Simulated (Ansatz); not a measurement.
### Question
Each is relaxed and computed with the program Ansatz at the PBE level (PAW). Which is the only metal?
A) CoLi7Nb7O24Ti, P1 (Pearson symbol aP40)
B) BaTiO3, P4mm (Ba on 1a, Ti on 1b, O on 1b, O on 2c)
C) NbN, I4_1md (Nb on 4a, N on 4a)
D) TiGe, I4_1md (Ti on 4a, Ge on 4a)

### Answer
D, TiGe, I4_1md (Ti on 4a, Ge on 4a). TiGe: metal; BaTiO3: gap 1.84 eV (indirect); NbN: gap 0.32 eV (indirect); CoLi7Nb7O24Ti: gap 0.59 eV. Spin orders computed, not proven ground states: CoLi7Nb7O24Ti, P1 (Pearson symbol aP40) ferromagnetic. Constructed cells (a structure type filled with these elements, in neither database checked): TiGe, I4_1md (Ti on 4a, Ge on 4a); NbN, I4_1md (Nb on 4a, N on 4a). Typed or built starts, not in the databases checked: CoLi7Nb7O24Ti, P1 (Pearson symbol aP40). Not the usual ambient phase: NbN, I4_1md (Nb on 4a, N on 4a). Unstable at this level: BaTiO3, P4mm (Ba on 1a, Ti on 1b, O on 1b, O on 2c). All cells were relaxed under the symmetry of their starts (and spin orders); stability against distortions was not tested throughout. Rows with no word on spin ran without spin polarisation. No Hubbard U is applied. Spin–orbit coupling is left out wherever it is not named.

Potentials: the later of the program's two PAW sets.
